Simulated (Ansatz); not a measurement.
HfO₂:
```yaml
crystal:
  lattice:
    - [5.29431, 0.00000, 0.00000]
    - [0.00000, 5.06971, 0.00000]
    - [0.00000, 0.00000, 5.10177]
  atoms:
    - { symbol: Hf, position: [0.03259, 0.26629, 0.24001] }
    - { symbol: Hf, position: [0.96741, 0.73371, 0.74001] }
    - { symbol: Hf, position: [0.46741, 0.26629, 0.74001] }
    - { symbol: Hf, position: [0.53259, 0.73371, 0.24001] }
    - { symbol: O, position: [0.36543, 0.06761, 0.38316] }
    - { symbol: O, position: [0.63457, 0.93239, 0.88316] }
    - { symbol: O, position: [0.13457, 0.06761, 0.88316] }
    - { symbol: O, position: [0.86543, 0.93239, 0.38316] }
    - { symbol: O, position: [0.72923, 0.46278, 0.48983] }
    - { symbol: O, position: [0.27077, 0.53722, 0.98983] }
    - { symbol: O, position: [0.77077, 0.46278, 0.98983] }
    - { symbol: O, position: [0.22923, 0.53722, 0.48983] }
```

PBE (plane waves, PAW; program Ansatz) gives a gap of 4.37 eV without spin–orbit coupling, maximum at Γ, minimum off the standard path, at k = (0.271, -0.500, 0.359).

Problem. What happens when spin–orbit coupling is switched on?

Solution. The gap falls by 0.06 eV, to 4.31 eV; maximum on the Y–Γ line, 96 % of the way from Y, minimum off the standard path, at k = (0.260, 0.427, 0.370).

Space group Pca2_1. Symmetry was held in the PBE relaxation. The run is not spin-polarised.

Potentials: the earlier of the program's two PAW sets.
